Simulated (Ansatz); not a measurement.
A plane-wave DFT run in Ansatz 0.2.0 (scalar-relativistic PAW potentials unless the input names others): input and command.

```yaml
crystal:
  lattice:
    - [3.5633271685, 2.0572878999, 4.1204742389]
    - [-3.5633271685, 2.0572878999, 4.1204742389]
    - [0.0, -4.1145757998, 4.120474239]
  atoms:
    - { symbol: Sn, position: [0.8769020605, 0.8769020605, 0.8769020605] }
    - { symbol: Sn, position: [0.6230979395, 0.6230979395, 0.6230979395] }
    - { symbol: Sn, position: [0.1230979395, 0.1230979395, 0.1230979395] }
    - { symbol: Sn, position: [0.3769020605, 0.3769020605, 0.3769020605] }
    - { symbol: F, position: [0.0966840837, 0.4033159163, 0.75] }
    - { symbol: F, position: [0.75, 0.0966840837, 0.4033159163] }
    - { symbol: F, position: [0.4033159163, 0.75, 0.0966840837] }
    - { symbol: F, position: [0.9033159163, 0.5966840837, 0.25] }
    - { symbol: F, position: [0.25, 0.9033159163, 0.5966840837] }
    - { symbol: F, position: [0.5966840837, 0.25, 0.9033159163] }
basis:
  ecutwfc: 420
kpoints:
  mp_grid: { grid: [6, 6, 6] }
hamiltonian:
  xc: pbe
scf:
  occupations: { method: gaussian, width: 0.1 }
  max_iter: 1
output:
  forces: true
  eigenvalues: true
  stress: true
```

```bash
ansatz run input.yaml --threads 1 --pin off --max-ram 2560MiB --backend cpu --events-out ev --progress --plain --runs-dir out
```

Abridged log:
```
Pseudopotentials: kind: paw
Pseudopotential: Sn, paw, valence charge 14, recommended cutoff 420 eV (normal)
Pseudopotential: F, paw, valence charge 7, recommended cutoff 420 eV (normal)
Functional definition: PBE
Crystal: 10 atoms, lattice volume = 181.238 Å³
Basis set: ecut = 420 eV, 3541 PW (Γ), exchange–correlation on 80×80×80 points (8 copies of the dense FFT grid, shifted against one another)
Bands: 59, of which v1, the nominal top of the filled ones, is band 49 counted from 1 (48 counted from 0)
Symmetry: 12 space group operations
Space group: R-3c (ITA 167), of the structure as read, at distance tolerance 5.7e-5 Å
k-points: 32 of 216
Initial density: superposition of atomic densities (neutral atoms: chi_scale 0, normalization atom), corrected by the library's trained network
Initial wavefunctions: pseudopotential atomic-orbital guess
Functional: x = pbe(κ = 0.804, μ = 0.21951497), c = pbe(β = 0.06672455)
SCF iter   1: F=—  HF=-28948.678252 eV  |F-HF|=—  |Δ(HF+E_count)|=         —  Δρ=3.11e-3  dr2=1.30e-2  ethr=1.77e-3  ⟨swp⟩=5.7  Hψ=16950  notcnv=0
```

Q: What is wrong with this input?

A: The fault is too few SCF iterations (scf.max_iter: not typed → 1, the first being the value of the sound run). Setting it back cures it. The log, from which this was withheld above, says: «Error: did not converge after 1 iterations: dr2 = 1.30e-2 (threshold 1.00e-7), under the density mixer `msr1`, which `scf.mixing.algorithm: auto` chose by the deck's other keys (type `scf.mixing.algorithm: msr1` to keep it); raise `scf.max_iter`, which need not help a stalled SCF, or adjust the mixing (`scf.mixing`) or, under a smearing, its width (`scf.occupations.width` …» The run stopped without converging. A reference run on usual settings, whose relaxation ended at this geometry, converged, and the end of its own relaxation has pressure 0.03 GPa, largest force 0.000 eV/Å, no gap on the mesh.

The run took 11 s on 1 thread of Arm Neoverse V1, on a shared host, peak memory 0.5 GiB.